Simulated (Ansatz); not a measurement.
**ReW, first-principles data**

ReW:
Space group P4/mmm (No. 123); a = 2.8187 Å, b = 2.8187 Å, c = 3.8827 Å, α = 90.00°, β = 90.00°, γ = 90.00°

```json
[
 {"atom": "W", "site": "1d", "symmetry": "4/mmm", "x": "0.5000", "y": "0.5000", "z": "0.5000"},
 {"atom": "Re", "site": "1a", "symmetry": "4/mmm", "x": "0.0000", "y": "0.0000", "z": "0.0000"}
]
```

Space group P4/mmm (No. 123), L1₀ or tetragonal B2; conventional cell a = 2.8187 Å, b = 2.8187 Å, c = 3.8827 Å, α = 90.00°, β = 90.00°, γ = 90.00°.

Method: the program Ansatz at the r²SCAN level (PAW). Structure relaxed to zero pressure with the same functional. Other levels are named where they apply.

**Cell and energy**

```
Item                                                          Value
-----------------------------------------------------  ------------
Volume per atom                                            15.42 Å³
Density                                                 19.92 g/cm³
Formation energy from the elements (no fitted shifts)  0.25 eV/atom
```

**Electronic structure**

```
Item                                                                         Value
------------------------------------  --------------------------------------------
Electronic character                                             metallic (no gap)
Density of states at the Fermi level  0.83 states/eV per atom (mean over ±0.08 eV)
Gap with spin–orbit coupling                                       none (metallic)
```

**Mechanics**

```
Item                                  Value
----------------------------------  -------
Bulk modulus (Birch–Murnaghan fit)  340 GPa
Pressure derivative B′                  4.1
```

**Charges**

```
Item                         Value
-------------  -------------------
Bader charges  W +0.45, Re -0.45 e
```

A made-up cell: these elements were put on the sites of a structure type; neither database checked (COD, Materials Project) lists it. Its standing as an ambient phase is unchecked. Symmetry was held in the r²SCAN relaxation; whether a distortion lowers the energy is not shown. No spin polarisation was allowed. Axis ratios of metals converge slowly with the k-mesh, so a and c are less sure than the volume. The references are the lowest solids computed at this level, not always the standard phases. Scalar-relativistic: spin–orbit coupling is off unless named, which matters more the heavier the elements.

Potentials: the earlier of the program's two PAW sets.
